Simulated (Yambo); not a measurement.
Yambo run on CsBr (CsCl type, space group Pm-3m, No. 221). The wavefunctions are norm-conserving PBEsol (Quantum ESPRESSO, 50 Ry, with spin-orbit coupling) ones on a 4×4×4 mesh (16 occupied bands); a = b = c = 4.239 Å, α = β = γ = 90.00°.

Yambo input:

```
rim_cut
gw0
dyson
el_el_corr
HF_and_locXC
cohsex
em1s
RandQpts= 1000000
RandGvec= 1 Ry
EXXRLvcs= 50 Ry
VXCRLvcs= 200 Ry
Chimod= "HARTREE"
% BndsRnXs
 1 | 220 |
%
NGsBlkXs= 7 Ry
% LongDrXs
 1.0 | 1.0 | 1.0 |
%
ExtendOut
% QPkrange
 1 | 1 | 16 | 17 |
%
```

k points by index: 1 = Γ.

Resulting energies as the program prints them:

```
#    K-point    Band    Eo [eV]    E [eV]    E-Eo [eV]    Vxc [eV]    Vnlxc [eV]    Sc|Eo [eV]    Re(Z)    Im(Z)
#
    1    16    0.000000    -3.583873    -3.583873    -12.68630    -16.35533    0.085163    1.000000    0.000000
    1    17    4.268255    3.941321    -0.326934    -7.703882    -3.613200    -4.417617    1.000000    0.000000
```
(The two width columns are left out.) Convergence of these settings isn't established.

Geometry relaxed with PBEsol.
